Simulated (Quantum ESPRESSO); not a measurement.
# Band energies of ZnO

```
ZnO
1.0
    5.51757     0.00000     0.00000
    0.00000     5.51757     0.00000
    0.00000     0.00000     3.25878
O Zn
4 4
Cartesian
  4.50923   1.00834   1.62939
  1.00834   4.50923   1.62939
  1.75045   1.75045   0.00000
  3.76712   3.76712   0.00000
  1.00403   1.00403   1.62939
  4.51354   4.51354   1.62939
  1.75475   3.76282   0.00000
  3.76282   1.75475   0.00000
```

PBEsol (Quantum ESPRESSO, PseudoDojo norm-conserving, 84 Ry, scalar-relativistic); path ΓXMΓZRAZ,XR,MA; energies in eV from the valence-band maximum.

| k (1/Å) | point | band 48 | band 49 | band 50 | band 51 | band 52 | band 53 | band 54 | band 55 |
|---|---|---|---|---|---|---|---|---|---|
| 0.00 | Γ | -0.87 | -0.45 | -0.16 | -0.16 | 0.00 | 0.78 | 5.26 | 5.26 |
| 0.57 | X | -1.59 | -0.47 | -0.47 | -0.42 | -0.42 | 3.20 | 3.20 | 6.08 |
| 0.76 |  | -1.51 | -0.51 | -0.51 | -0.50 | -0.50 | 3.35 | 3.35 | 5.82 |
| 1.14 | M | -1.12 | -0.87 | -0.87 | -0.74 | -0.74 | 4.26 | 4.26 | 4.63 |
| 1.34 |  | -1.09 | -0.87 | -0.74 | -0.56 | -0.56 | 3.37 | 4.32 | 4.76 |
| 1.94 | Γ | -0.87 | -0.45 | -0.16 | -0.16 | 0.00 | 0.78 | 5.26 | 5.26 |
| 2.52 |  | -1.94 | -1.74 | -0.90 | -0.72 | -0.72 | 3.44 | 7.12 | 7.12 |
| 2.91 | Z | -1.82 | -1.78 | -1.78 | -1.29 | -1.29 | 5.82 | 5.82 | 7.92 |
| 3.10 |  | -1.78 | -1.69 | -1.69 | -1.28 | -1.28 | 5.80 | 5.80 | 7.71 |
| 3.48 | R | -1.86 | -1.55 | -1.55 | -1.03 | -1.03 | 5.92 | 5.92 | 6.71 |
| 3.67 |  | -1.73 | -1.48 | -1.48 | -1.09 | -1.09 | 5.72 | 5.72 | 6.59 |
| 4.05 | A | -1.39 | -1.33 | -1.33 | -1.30 | -1.30 | 5.47 | 5.47 | 5.92 |
| 4.21 |  | -1.39 | -1.34 | -1.34 | -1.32 | -1.29 | 5.35 | 5.66 | 5.93 |
| 4.69 |  | -1.75 | -1.70 | -1.69 | -1.30 | -1.29 | 5.75 | 5.86 | 7.76 |
| 4.85 | Z | -1.82 | -1.78 | -1.78 | -1.29 | -1.29 | 5.82 | 5.82 | 7.92 |
| 4.85 | X | -1.59 | -0.47 | -0.47 | -0.42 | -0.42 | 3.20 | 3.20 | 6.08 |
| 5.01 |  | -1.52 | -0.63 | -0.63 | -0.45 | -0.45 | 3.37 | 3.37 | 6.27 |
| 5.49 |  | -1.84 | -1.20 | -1.20 | -1.00 | -1.00 | 4.95 | 4.95 | 7.69 |
| 5.82 | R | -1.86 | -1.55 | -1.55 | -1.03 | -1.03 | 5.92 | 5.92 | 6.71 |
| 5.82 | M | -1.12 | -0.87 | -0.87 | -0.74 | -0.74 | 4.26 | 4.26 | 4.63 |
| 6.23 |  | -1.53 | -1.40 | -1.40 | -0.89 | -0.89 | 5.07 | 5.07 | 5.14 |
| 6.78 | A | -1.39 | -1.33 | -1.33 | -1.30 | -1.30 | 5.47 | 5.47 | 5.92 |

The PBEsol gap is direct, 0.78 eV at Γ.

Geometry of the Materials Project entry, not relaxed at this level.

This is not the ordinary phase of the substance; no match was found in the copy of COD used, and its stability was not checked.
